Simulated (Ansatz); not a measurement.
Relaxed InSb (zinc blende):

```
InSb
1.0
    0.00000     6.63495     6.63495
    3.31748     3.31748     6.63495
    3.31748     3.31748     0.00000
Sb In
2 2
Direct
  0.00000   0.75000   0.75000
  0.50000   0.75000   0.75000
  0.00000   0.00000   0.00000
  0.50000   0.00000   0.00000
```

The atoms are displaced by Q × the pattern below (from a DFPT mode at X = (0.5, 0.5, 0.0), largest move 1; Q in Å), at fixed cell. It is one choice among 2 degenerate patterns. (q is in reciprocal vectors of the primitive cell; the cell shown is doubled to hold the pattern.)

```json
[
 {"atom": "Sb1", "x": "0.000", "y": "1.000", "z": "0.000"},
 {"atom": "Sb2", "x": "0.000", "y": "-1.000", "z": "0.000"},
 {"atom": "In3", "x": "-0.884", "y": "0.000", "z": "0.000"},
 {"atom": "In4", "x": "0.884", "y": "0.000", "z": "0.000"}
]
```

Calculation: PBE (plane waves to 420 eV, PAW, scalar-relativistic; Ansatz, a first-principles code). k mesh 12×12×12 (Γ-centred), Fermi-Dirac smearing 0.05 eV. E stands for the smeared free energy. With partly filled bands, energies and forces of such displacements shift with the k mesh and the smearing. At this level the bands of InSb touch or barely overlap; measurements give the solid a gap. InSb was relaxed with its symmetry unable to fall. Spin-orbit coupling is left out, though Sb is heavy. The PAW data are Ansatz's earlier set. ΔE is measured from the undisplaced structure. The last digit holds for this mesh only.

```
Q (Å)   ΔE (meV/cell)
------  -------------
-0.180          640.5
-0.150          442.8
-0.120          282.3
-0.090       withheld
-0.060           70.2
-0.030           17.5
0.000             0.0
0.030            17.5
0.060            70.2
0.090        withheld
0.120           282.3
0.150           442.8
0.180           640.5
```

**Question.** Fit an even polynomial form (powers 2, 4) to the given rows and predict ΔE at Q = -0.090.

**Answer.** Least squares on the 11 given rows: ΔE = (19470)·Q² + (9106)·Q⁴, in meV/cell with Q in Å; root-mean-square residual 0.07 meV/cell. At -0.090 the fit gives 158.3 meV/cell; the calculation gives 158.4 meV/cell, so the interpolation is off by -0.1 (-0.1 %). The quadratic term alone would give 157.7 meV/cell.

(A displaced cell: forces are minus the slopes of the energy, force constants its curvatures, and phonons follow from these.)
